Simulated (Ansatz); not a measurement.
Input and command of a plane-wave DFT calculation in Ansatz:

```yaml
crystal:
  lattice:
    - [4.0666718729, 0.0, 0.0]
    - [0.0, 4.0666718729, 0.0]
    - [0.0, 0.0, 2.6904781063]
  atoms:
    - { symbol: Si, position: [0.5, 0.5, 0.5] }
    - { symbol: Si, position: [0.0, 0.0, 0.0] }
    - { symbol: O, position: [0.6930152167, 0.6930152167, 0.0] }
    - { symbol: O, position: [0.1930152167, 0.8069847833, 0.5] }
    - { symbol: O, position: [0.3069847833, 0.3069847833, 0.0] }
    - { symbol: O, position: [0.8069847833, 0.1930152167, 0.5] }
basis:
  ecutwfc: 420
kpoints:
  mp_grid: { grid: [6, 6, 8] }
hamiltonian:
  xc: pbe
scf:
  occupations: { method: gaussian, width: 0.05 }
output:
  forces: true
  stress: true
  eigenvalues: true
```

```bash
ansatz run input.yaml --threads 2 --pin off --max-ram 5120MiB --backend cpu --events-out ev --progress --plain --runs-dir out
```

Processor: AMD EPYC 9R45 96-Core Processor (Zen 5), 2 threads, on a host shared with other jobs.

Problem. Estimate time, memory and problem size.

Solution. About 0.47 s on 2 threads of AMD EPYC 9R45 96-Core Processor (Zen 5) (shared host), peak memory 0.38 GiB. It solves 22 bands at 50 k points (the mesh reduced by symmetry) with about 881 plane waves, in 6 SCF iterations.
